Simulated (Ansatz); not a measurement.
YTe, DFT, PBEsol, PAW with Ansatz's default frozen-core files, scalar-relativistic (Ansatz 0.2.0), run on 1 thread of Intel(R) Xeon(R) Platinum 8488C (Sapphire Rapids) on a shared host.

The cell is COD entry 9008769, as deposited and not checked against the literature; nothing was relaxed. The listed cell was then made from it by scaling, straining or moving an atom.

Command: `ansatz run input.yaml --threads 1 --pin off --max-ram 3072MiB --backend cpu --events-out ev --progress --plain --runs-dir out`

```yaml
crystal:
  lattice:
    - [0.0, 2.9852886663, 2.9852886663]
    - [2.9852886663, 0.0, 2.9852886663]
    - [2.9852886663, 2.9852886663, 0.0]
  atoms:
    - { symbol: "Y", position: [0.0, 0.0, 0.0] }
    - { symbol: Te, position: [0.5, 0.5, 0.5] }
kpoints:
  mp_grid: { grid: [12, 12, 12] }
scf:
  occupations: { method: fermi_dirac, width: 0.05 }
hamiltonian:
  xc: pbesol
  pseudopotentials: { kind: paw }
output:
  forces: true
  stress: true
  eigenvalues: true
  efg: { contact_densities: true }
```

**Question.** How large is the problem that the program sets up?

**Answer.** 72 irreducible k-points, 1037 plane waves at Γ, 18 bands.

**Question.** Estimate the wall time and the peak memory.

**Answer.** 5 s of wall time for 6 SCF iterations, with a peak of 0.48 GiB. Times on shared machines scatter by tens of per cent.

**Question.** And the same cell and mesh by crystal-made all-electron datasets, asked for forces, stress, eigenvalues, efg, on the same hardware?

**Answer.** 12 s, peak memory 0.53 GiB.
